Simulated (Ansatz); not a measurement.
WS2 in space group P6_3/mmc (No. 194; W on 2c, S on 4f) under volume change, DFT-r²SCAN+D4 in the program Ansatz with PAW potentials, shape and atoms relaxed at each volume.

```json
[
 {"V (Å³/atom)": "16.589", "E − E(relaxed) (meV/atom)": "…", "P (GPa)": "…"},
 {"V (Å³/atom)": "17.136", "E − E(relaxed) (meV/atom)": "…", "P (GPa)": "…"},
 {"V (Å³/atom)": "17.683", "E − E(relaxed) (meV/atom)": "2.2", "P (GPa)": "1.44"},
 {"V (Å³/atom)": "18.230", "E − E(relaxed) (meV/atom)": "0.0", "P (GPa)": "0.00"},
 {"V (Å³/atom)": "18.777", "E − E(relaxed) (meV/atom)": "1.6", "P (GPa)": "-0.89"},
 {"V (Å³/atom)": "19.323", "E − E(relaxed) (meV/atom)": "5.6", "P (GPa)": "-1.38"},
 {"V (Å³/atom)": "19.870", "E − E(relaxed) (meV/atom)": "10.6", "P (GPa)": "-1.54"}
]
```

**Question.** Complete the blanks.

**Answer.** 
- 16.589, E − E(relaxed) (meV/atom): 26.7
- 16.589, P (GPa): 6.26
- 17.136, E − E(relaxed) (meV/atom): 10.3
- 17.136, P (GPa): 3.45

**Question.** What does a third-order Birch–Murnaghan fit give for V₀, B₀ and B′?

**Answer.** V₀ = 18.24 Å³/atom, B₀ = 36.9 GPa, B′ = 13.9.

The r²SCAN+D4 relaxation kept the symmetry of its start; phonons on a q-mesh show no instability. The run is not spin-polarised. Spin–orbit coupling is left out wherever it is not named.

Potentials: the earlier of the program's two PAW sets.
